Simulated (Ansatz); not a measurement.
TaSe$_{2}$ (P-3), relaxed with PBE+D3(BJ) (Ansatz, an electronic-structure program, plane waves, PAW): a = b = 12.4452 Å, c = 6.2333 Å, α = β = 90.00°, γ = 120.00°.

| Item | Value |
|---|---|
| ΔH_f (eV/atom) | -0.81 |

Question: The same phase is relaxed and computed with LDA in the same code. What are the cell and these values now?

Answer: a = 12.318 Å, b = 12.318 Å, c = 6.208 Å, α = 90.00°, β = 90.00°, γ = 120.00°.

- ΔH_f (eV/atom): -0.83

Typed or built starts, not in the databases checked: TaSe2, P-3 (Pearson symbol hP39). Weakly bound layers, chains or molecules computed without a dispersion correction, so cells and soft constants are ill determined: TaSe2, P-3 (Pearson symbol hP39) with LDA. All cells were relaxed under the symmetry of their starts (and spin orders); stability against distortions was not tested throughout. Rows with no word on spin ran without spin polarisation. Spin–orbit coupling is left out wherever it is not named.

Potentials: the later of the program's two PAW sets.

Ansatz is a plane-wave DFT program.

Formation energies count from the lowest solids of the elements computed at the same level, not from gases.
